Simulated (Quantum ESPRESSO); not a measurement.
Inputs of pw.x and gipaw.x (a modified build of Quantum ESPRESSO, PBE) for MgI2; the starting potential comes from an earlier run on another mesh:

```
&CONTROL
  calculation = 'scf'
  prefix = 'x'
  pseudo_dir = './pseudo'
  outdir = './out'
  tprnfor = .true.
/
&SYSTEM
  ibrav = 0
  nat = 3
  ntyp = 2
  ecutwfc = 40
  ecutrho = 160
  occupations = 'fixed'
  nbnd = 12
/
&ELECTRONS
  conv_thr = 1e-11
  startingpot = 'file'
/
ATOMIC_SPECIES
Mg 24.305 Mg.GGA_PBE-JTH.UPF
I 126.904 I.GGA_PBE-JTH.UPF
CELL_PARAMETERS angstrom
    4.195679798151     0.000000000000     0.000000000000
   -2.097839899076     3.633565291344     0.000000000000
    0.000000000000     0.000000000000     7.105730000000
ATOMIC_POSITIONS crystal
Mg     0.000000000000     0.000000000000     0.000000000000
I      0.333333333333     0.666666666667     0.228450740234
I      0.666666666667     0.333333333333     0.771549259766
K_POINTS automatic
7 7 4 1 1 1
```

```
&INPUTGIPAW
  job = 'nmr'
  prefix = 'x'
  tmp_dir = './out/'
  restart_mode = 'from_scratch'
  pawproj(1) = .true.
  pawproj(2) = .true.
  use_nmr_macroscopic_shape = .false.
/
```

The cell was made here from a computed Materials Project entry: I2 and its equivalents moved by 0.04 Å along (0.00, 0.00, -1.00), space group kept. The parent is MgI2 in P-3m1; whether this form has been observed was not checked. Stability against distortions was not tested. The layers lie 3.9 Å apart; this gap hangs on dispersion, and neither it nor the stacking was checked against the measured crystal.

Task: What does gipaw.x print for the total shieldings?

Result: 
```
     Total NMR chemical shifts in ppm: ---------------------------------------
     (adopting the Simpson convention for anisotropy and asymmetry)-----------

     Atom  1  Mg  pos: (  0.000000  0.000000  0.000000)  Total sigma:         552.54
           552.7102          0.0000         -0.0000
             0.0000        552.7102         -0.0000
            -0.0000         -0.0000        552.2106

     Mg      1    anisotropy:     -0.50    eta:    0.0000
     Mg      1    sigma_11=    552.71
     Mg      1    sigma_22=    552.71
     Mg      1    sigma_33=    552.21

     Atom  2  I   pos: ( -0.000000  0.577350  0.386900)  Total sigma:        3838.63
          3898.3558         -0.0000         -0.0000
            -0.0000       3898.3558          0.0000
            -0.0000          0.0000       3719.1821

     I       2    anisotropy:   -179.17    eta:    0.0000
     I       2    sigma_11=   3898.36
     I       2    sigma_22=   3898.36
     I       2    sigma_33=   3719.18

     Atom  3  I   pos: (  0.500000  0.288675  1.306682)  Total sigma:        3838.63
          3898.3558         -0.0000         -0.0000
            -0.0000       3898.3558          0.0000
            -0.0000          0.0000       3719.1821

     I       3    anisotropy:   -179.17    eta:    0.0000
     I       3    sigma_11=   3898.36
     I       3    sigma_22=   3898.36
     I       3    sigma_33=   3719.18
```
The printed anisotropy is 3/2 (σ_33 − σ_iso) in the program's own order; the axes are left out here. Anisotropies that symmetry doesn't fix are less certain than the isotropic values. These are absolute shieldings with no macroscopic susceptibility term; δ = σ_ref − σ needs a reference computed alike. By our sweeps, such settings leave a few ppm in absolute σ on light atoms and up to some 20 ppm from Zn on. No spin–orbit coupling; I is the heaviest element present. The datasets of Mg, I hold no d projectors, which limits absolute σ on these atoms.
